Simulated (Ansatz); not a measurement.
Calculated with Ansatz: Li5Sb2, relaxation

The command:

```bash
ansatz run input.yaml --threads 2 --pin off --max-ram 3584MiB --backend cpu --events-out ev --progress --plain --runs-dir out
```

Input:

```yaml
crystal:
  lattice:
    - [2.38254, 4.12668, 0.0]
    - [-2.38254, 4.12668, 0.0]
    - [0.0, -2.75112, 6.644975]
  atoms:
    - { symbol: Sb, position: [0.0727, 0.0727, 0.2181] }
    - { symbol: Sb, position: [0.9273, 0.9273, 0.7819] }
    - { symbol: Li, position: [0.5, 0.5, 0.5] }
    - { symbol: Li, position: [0.21, 0.21, 0.63] }
    - { symbol: Li, position: [0.79, 0.79, 0.37] }
    - { symbol: Li, position: [0.352, 0.352, 0.056] }
    - { symbol: Li, position: [0.648, 0.648, 0.944] }
  symmetry: { tolerance: 0.0003 }
kpoints:
  mp_grid: { grid: [6, 6, 6], shift: [0, 0, 0] }
magnetization:
  spin_polarized: false
scf:
  occupations: { method: fermi_dirac }
  lower_state_search: "off"
hamiltonian:
  pseudopotentials: { kind: paw }
  xc: r2scan
basis:
  ecutwfc: 500
  fft_grid_basis: typed
relax:
  max_steps: 40
  f_tol: 0.03
output:
  forces: true
  stress: true
  eigenvalues: true
  bader: true
  populations: true
  elf: true
  write_potential: true
  volumetric_format: npy
  dos:
    e_range: [-12, 8]
    de: 0.05
    projected: { site_lists: { Li: [Li], Sb: [Sb] } }
checkpoint:
  read: saved_state
```

Origin of the cell: a known structure type with other elements, at an estimated volume, so it need not be a known compound.

The smearing width isn't typed, so it takes its default of 0.1 eV.

The saved state is a converged single point of the same cell.

Steps:

```csv
step,ΔF (meV/atom),max force component (eV/Å),SCF iterations,step was
1,0.0,1.665,5,accepted
2,-40.4,0.440,6,accepted
3,-51.2,0.155,5,accepted
4,-53.6,0.121,6,accepted
5,-54.0,0.056,6,accepted
6,-54.1,0.003,6,accepted
```

Before:

Space group R-3m (No. 166); the run's cell has a = 4.765 Å, b = 4.765 Å, c = 7.192 Å, α = 109.35°, β = 109.35°, γ = 60.00°. Shortest distances: Li–Sb 2.74 Å, Li–Li 2.83 Å, Sb–Sb 2.90 Å.

After:

Space group R-3m (No. 166); the run's cell has a = 4.765 Å, b = 4.765 Å, c = 7.192 Å, α = 109.35°, β = 109.35°, γ = 60.00°. Shortest distances: Li–Li 2.75 Å, Li–Sb 2.75 Å, Sb–Sb 3.28 Å.

```yaml
crystal:
  lattice:
    - [2.38254, 4.12668, 0.00000]
    - [-2.38254, 4.12668, 0.00000]
    - [0.00000, -2.75112, 6.64497]
  atoms:
    - { symbol: Sb, position: [0.08218, 0.08218, 0.24655] }
    - { symbol: Sb, position: [0.91782, 0.91782, 0.75345] }
    - { symbol: Li, position: [0.50000, 0.50000, 0.50000] }
    - { symbol: Li, position: [0.22002, 0.22002, 0.66006] }
    - { symbol: Li, position: [0.77998, 0.77998, 0.33994] }
    - { symbol: Li, position: [0.36221, 0.36221, 0.08662] }
    - { symbol: Li, position: [0.63779, 0.63779, 0.91338] }
```

| Quantity | Value |
| --- | --- |
| Free energy lowered by | 54.1 meV/atom |
| Final pressure | -0.04 GPa |
| Relaxation steps listed | 6 |
| Formation energy (elements under the same functional, gases as molecules, uncorrected) | -0.581 eV/atom |

Caveats: no moments, though an odd count or open d shells may carry them; no spin-orbit coupling, though heavy elements are present; the SCF threshold is looser than advised for a stress; the relaxation held the start's symmetry, so the end may be a saddle point.

Time: 56 s of wall time on 2 CPU thread(s) of a shared host, from a saved density.
